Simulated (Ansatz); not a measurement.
## Phonons of Ir2P

Level of theory: DFT, PBEsol, scalar-relativistic, no spin polarisation; plane waves to 420 eV with PAW datasets (Ansatz 0.2.0), Gaussian smearing of 0.15 eV; PAW files: Ansatz's generated set soft_2.

```
P Ir
1.0
     0.00000    2.76650    2.76650
     2.76650    0.00000    2.76650
     2.76650    2.76650    0.00000
P Ir
1 2
Direct
  0.00000 0.00000 0.00000
  0.25000 0.25000 0.25000
  0.75000 0.75000 0.75000
```

The chain of runs began from a cell as deposited in COD, expanded in volume.

Force constants come from finite displacements in a 2×2×2 supercell (the unit cell's 10×10×10 k-mesh, folded to it); the long-range dipole term is not included. Points in reciprocal vectors of this cell: Γ = (0.000, 0.000, 0.000), X = (0.500, 0.000, 0.500), U = (0.625, 0.250, 0.625), K = (0.375, 0.375, 0.750), L = (0.500, 0.500, 0.500), W = (0.500, 0.250, 0.750).

Frequencies at the named points (cm⁻¹, imaginary ones negative):
| point | ω (cm⁻¹) |
| --- | --- |
| Γ | 0 0 0 183 183 183 330 330 330 |
| X | 31 79 79 156 156 207 336 336 437 |
| U | 49 102 103 150 164 206 334 356 407 |
| K | 49 102 103 150 164 206 334 356 407 |
| L | 132 132 139 142 142 173 327 327 396 |
| W | 41 84 137 137 163 208 332 384 384 |

Q: Is the structure dynamically stable along this path, and where does the spectrum end?

A: Yes: no branch is imaginary beyond numerical noise. The highest frequency is 437 cm⁻¹, at X. Points that don't fit the supercell are interpolated.

Q: What does the harmonic approximation give for the vibrational free energy, entropy and heat capacity?

A: Zero-point energy 38.4 meV/atom.
```csv
T (K),F_vib (meV/atom),S (J/K per mole of atoms),C_V (J/K per mole of atoms)
100,34.6,9.9,13.6
200,17.9,21.8,20.3
300,-9.5,30.5,22.6
400,-44.7,37.2,23.6
500,-86.1,42.5,24.0
600,-132.5,46.9,24.3
700,-183.1,50.7,24.5
800,-237.3,53.9,24.6
900,-294.7,56.8,24.7
1000,-355.0,59.4,24.7
```

The highest mode, 437 cm⁻¹, is worth 630 K. At 300 K the heat capacity has reached 91 % of the classical limit 3R = 24.9 J/K per mole of atoms.

The crystal is a metal or nearly so; low and unstable modes depend on mesh and smearing.

Run time: 100 s on 4 threads of AMD EPYC 7R43 64-Core Processor (Zen 3), with other jobs on the host, peak memory 2.3 GiB.

For elements this heavy, spin–orbit coupling would shift levels and gaps; it isn't included here.
